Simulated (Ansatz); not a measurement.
# WS2 — quadrupolar parameters

The cell is an entry of the Crystallography Open Database (COD) (the entry's cell lengths or inner coordinates differ somewhat from later room-temperature determinations), taken as it stands.

```cif
data_WS2
_symmetry_space_group_name_H-M 'P6_3/mmc'
_symmetry_Int_Tables_number 194
_cell_length_a 3.1800
_cell_length_b 3.1800
_cell_length_c 12.5000
_cell_angle_alpha 90.000
_cell_angle_beta 90.000
_cell_angle_gamma 120.000
loop_
_atom_site_label
_atom_site_type_symbol
_atom_site_symmetry_multiplicity
_atom_site_Wyckoff_symbol
_atom_site_fract_x
_atom_site_fract_y
_atom_site_fract_z
W W 2 c 0.3333 0.6667 0.2500
S S 4 f 0.3333 0.6667 0.6250
```

One atom of each set is listed.

Level of theory: DFT, PBE, plane waves and PAW, scalar-relativistic, collinear spin, 420 eV cutoff, Γ-centred 11×11×3 k-points, Fermi–Dirac smearing 0.02 eV (Ansatz 0.2.0). Start moments as typed (μB): 2 on each W, none on the rest.

V_zz is the principal component of the electric field gradient with the largest magnitude, η = (V_xx − V_yy)/V_zz and C_Q = eQV_zz/h.

33S: I = 3/2, Q = -69.40 mb. Nuclear quadrupole moments: year-2017 set (Pyykkö).

| site | atoms | first shell | V_zz (10²¹ V/m²) | η | C_Q (MHz) |
| --- | --- | --- | --- | --- | --- |
| W | 2 | 6 S at 2.41 Å | -17.91 | 0.00 | – |
| S | 4 | 3 W at 2.41 Å; also 7 S at 3.12–3.18 Å | -4.71 | 0.00 | 7.91 |

An axis of threefold or higher order runs through W and S, so V_zz lies along it and η is zero.

W has no stable isotope with a ground-state quadrupole moment in the table, so no C_Q is given.

Without spin–orbit coupling the gradients at and beside W can be off by some per cent, at some sites by more. The start moments die out, and the run ends without spin.

The run took 4.5 s of wall time (14 s of CPU time) and 0.68 GiB at its peak, on 4 threads of Intel Xeon 6975P-C (Granite Rapids) (x86_64; 16 cores open to the job, memory cap 8.0 GiB, no GPU), a shared host with a load of 0.4 a core.
